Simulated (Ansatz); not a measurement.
## CoReB single point

Input file of Ansatz 0.2.0:

```yaml
crystal:
  lattice:
    - [5.684052, 0.0, 0.0]
    - [0.0, 3.24156, 0.0]
    - [0.0, 0.0, 6.595835]
  atoms:
    - { symbol: Re, position: [0.021, 0.25, 0.18] }
    - { symbol: Re, position: [0.479, 0.75, 0.68] }
    - { symbol: Re, position: [0.521, 0.25, 0.32] }
    - { symbol: Re, position: [0.979, 0.75, 0.82] }
    - { symbol: Co, position: [0.142, 0.25, 0.561] }
    - { symbol: Co, position: [0.358, 0.75, 0.061] }
    - { symbol: Co, position: [0.642, 0.25, 0.939] }
    - { symbol: Co, position: [0.858, 0.75, 0.439] }
    - { symbol: B, position: [0.765, 0.25, 0.623] }
    - { symbol: B, position: [0.735, 0.75, 0.123] }
    - { symbol: B, position: [0.265, 0.25, 0.877] }
    - { symbol: B, position: [0.235, 0.75, 0.377] }
  symmetry: { tolerance: 0.0003 }
kpoints:
  mp_grid: { grid: [6, 9, 5], shift: [0, 0, 0] }
  band_path:
    path:
      - [0.0, 0.0, 0.0]
      - [0.5, 0.0, 0.0]
      - [0.5, 0.5, 0.0]
      - [0.0, 0.5, 0.0]
      - [0.0, 0.0, 0.0]
      - [0.0, 0.0, 0.5]
      - [0.5, 0.0, 0.5]
      - [0.5, 0.5, 0.5]
      - [0.0, 0.5, 0.5]
      - [0.0, 0.0, 0.5]
      - [0.5, 0.0, 0.0]
    npoints: 6
magnetization:
  spin_polarized: false
scf:
  occupations: { method: fermi_dirac }
  lower_state_search: "off"
  max_iter: 200
hamiltonian:
  pseudopotentials: { kind: paw }
  xc: r2scan
  hubbard:
    projectors: all-electron-ortho-atomic
    sites:
      - { species: Co, l: d, u_eff: 1.06 }
      - { species: Re, l: d, u_eff: 1.89 }
basis:
  ecutwfc: 500
  fft_grid_basis: typed
output:
  forces: true
  stress: true
  eigenvalues: true
  bader: true
  populations: true
  elf: true
  write_potential: true
  volumetric_format: npy
  dos:
    e_range: [-12, 8]
    de: 0.05
    projected: { site_lists: { B: [B], Co: [Co], Re: [Re] } }
checkpoint:
  read: saved_state
```

The saved state is an earlier solution for the same cell, perhaps on another mesh. 

Excerpt of what it printed:

```
SCF iter   1: F=-64665.3596 eV  Δρ=9.05e-3  dr2=7.88e-3  dr2_τ=3.99e-2
SCF iter   2: F=-64665.3607 eV  Δρ=5.17e-3  dr2=6.09e-3  dr2_τ=5.41e-3
SCF iter   3: F=-64665.3531 eV  Δρ=4.53e-3  dr2=1.43e-2  dr2_τ=1.88e-3  recentre
SCF iter   4: F=-64665.3649 eV  Δρ=2.38e-3  dr2=5.36e-4  dr2_τ=1.39e-3
SCF iter   5: F=-64665.3652 eV  Δρ=1.09e-4  dr2=8.40e-6  dr2_τ=1.79e-6
SCF iter   6: F=-64665.3652 eV  Δρ=4.43e-5  dr2=1.85e-6  dr2_τ=7.53e-8
SCF iter   7: F=-64665.3652 eV  Δρ=3.77e-5  dr2=1.41e-6  dr2_τ=4.51e-8
SCF iter   8: F=-64665.3652 eV  Δρ=7.98e-6  dr2=6.70e-8  dr2_τ=7.52e-10
Free energy (F): -64665.3652 eV
Harris-Foulkes:  -64665.3652 eV  (|F-HF|=6.89e-8)
Internal energy: -64665.0807 eV  (E = F + TS)
E sigma→0 (E₀):  -64665.2230 eV
Entropy (-TS):   -0.2845 eV (-23.705 meV/atom)
Fermi energy:    21.2398 eV
--- Forces (eV/Å), atoms counted from 1 ---
  atom   1  Re     0.5666     0.0000    -1.0544
  atom   2  Re    -0.5666     0.0000    -1.0544
  atom   3  Re     0.5666     0.0000     1.0544
  atom   4  Re    -0.5666     0.0000     1.0544
  atom   5  Co     0.4678     0.0000    -0.6969
  atom   6  Co    -0.4678     0.0000    -0.6969
  atom   7  Co     0.4678     0.0000     0.6969
  atom   8  Co    -0.4678     0.0000     0.6969
  atom   9  B      0.0500     0.0000    -0.0896
  atom  10  B     -0.0500     0.0000    -0.0896
  atom  11  B      0.0500     0.0000     0.0896
  atom  12  B     -0.0500     0.0000     0.0896
--- Stress (GPa, compression-positive) ---
      -14.9276       0.0000       0.0000
        0.0000     -10.0396       0.0000
        0.0000       0.0000     -11.4811
  P = ⅓ Tr σ = -12.1494 GPa (-121.494 kbar)
--- Löwdin populations: 12 sites ---
  site symbol       q [e]
     0     Re     14.4234
     1     Re     14.4234
     2     Re     14.4234
     3     Re     14.4234
     4     Co     16.4475
     5     Co     16.4475
     6     Co     16.4475
     7     Co     16.4475
     8      B      3.8773
     9      B      3.8773
    10      B      3.8773
    11      B      3.8773
  spilling = 0.0072 (of n_electrons = 140.0000)
```

Origin: a database entry at a rescaled volume. Caveats: no spin polarisation, so a magnetic state may lie lower; atoms or cell far from equilibrium.
